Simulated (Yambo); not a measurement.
```
BaTiO3
1.0
    2.84826     1.64444     2.33556
   -2.84826     1.64444     2.33556
    0.00000    -3.28888     2.33556
O Ti Ba
3 1 1
Direct
  0.48895   0.97972   0.48895
  0.48895   0.48895   0.97972
  0.97972   0.48895   0.48895
  0.51333   0.51333   0.51333
  0.00014   0.00014   0.00014
```

BaTiO3 (space group R3m, No. 160): mean Im ε in 1 eV windows above the direct gap of 4.43 eV, for different electron-hole kernels (Yambo, broadening 0.15 eV, LDA (Quantum ESPRESSO, PseudoDojo norm-conserving, 84 Ry, scalar-relativistic) bands; 6×6×6 mesh, 9 valence and 7 conduction bands, static screening with 42 bands and a 3 Ry block, scissor 1.71 eV, Tamm-Dancoff; field along x).

```csv
window (eV),independent quasiparticles,BSE
4.4 to 5.4,3.5,7.6
5.4 to 6.4,7.7,4.1
6.4 to 7.4,4.0,3.9
7.4 to 8.4,3.6,4.5
```

This run doesn't resolve bound excitons or single peaks, so only averages are given, and they too depend on the mesh; weight that the attraction moves below the gap isn't listed. All transitions below 9.11 eV are in the band window. The scissor comes from a G0W0 run whose convergence isn't established.

Geometry of the Materials Project entry, not relaxed at this level.
